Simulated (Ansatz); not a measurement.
## Structures of Si$_{2}$Bi: which is lowest?

Plane-wave DFT in Ansatz with scalar-relativistic PAW potentials, cutoff 420 eV, Γ-centred meshes chosen by cell and gap, Gaussian smearing with energies taken to zero width. Every cell was relaxed (cell and atoms) in a run of its own, within the symmetry of its start. Functional: PBE.

Relaxed structures (starts from databases or built by putting these elements on another compound's sites):
A. P6/mmm, 3 atoms in the computed cell, a = 4.286 Å, c = 4.089 Å; sites (symmetry × multiplicity) Si -6m2 × 2, Bi 6/mmm × 1; start: built
B. Fd-3m, 6 atoms in the computed cell, a = 7.883 Å; sites (symmetry × multiplicity) Si .-3m × 16, Bi -43m × 8; start: built
C. I4/mmm, 3 atoms in the computed cell, a = 3.388 Å, c = 12.496 Å; sites (symmetry × multiplicity) Si 4mm × 4, Bi 4/mmm × 2; start: built

Rank them by energy. Could pressure change the order?

| structure | group | E − E(lowest) (meV/atom) | V (Å³/atom) | gap on mesh (eV) |
| --- | --- | --- | --- | --- |
| C | I4/mmm | 0.0 | 23.90 | 0.00 |
| A | P6/mmm | 142 | 21.68 | 0.00 |
| B | Fd-3m | 196 | 20.41 | 0.00 |

C is lowest, 142 meV/atom under A. B is denser by 3.49 Å³/atom, so pressure favours it: ΔE/ΔV, with ΔE in eV and 1 eV/Å³ = 160.2 GPa, gives about 9 GPa for equal enthalpy if both cells were rigid, a rough figure since the two compress differently. Other structures may lie lower than all of these, and vibrations aren't counted.

Spin-orbit coupling is left out, which matters for the bands of heavy elements. For Tl, Pb and Bi spin-orbit coupling shifts energies too.